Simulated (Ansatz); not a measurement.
Consider the following.

Li:
```yaml
crystal:
  lattice:
    - [2.99100, 0.00000, 0.00000]
    - [-1.49550, 2.59028, 0.00000]
    - [0.00000, 0.00000, 4.89522]
  atoms:
    - { symbol: Li, position: [0.33333, 0.66667, 0.25000] }
    - { symbol: Li, position: [0.66667, 0.33333, 0.75000] }
```

This is the LDA-relaxed structure. Tensor components refer to the Cartesian frame of this cell.

Task: All from the program Ansatz at the LDA level (PAW), unless another level is named. Give the Debye temperature from the elastic constants.

Result: 388 K.

Task: Predict the elastic constants (relaxed ions, GPa).

Result: C11 = 23.2, C12 = 14.2, C13 = 7.4, C33 = 30.8, C44 = 5.2.

Task: Predict the highest zone-centre frequency.

Result: 329 cm⁻¹.

Space group P6_3/mmc (hcp (Mg type)). The workflow started from a Materials Project entry (that database holds measured and hypothetical structures alike); the Crystallography Open Database files this formula in space group No. 194, but the cells were not matched. It is not the phase usual at ambient conditions (space group No. 229). Symmetry was held in the LDA relaxation; of distortions, only those at the zone centre were tested. As this level gives no gap, shear constants depend on the k-mesh and smearing (Fermi–Dirac, 0.1 eV here). As this level gives no gap, phonon frequencies hold no LO–TO term and depend on the k-mesh and smearing (Fermi–Dirac, 0.1 eV here).

Potentials: the later of the program's two PAW sets.
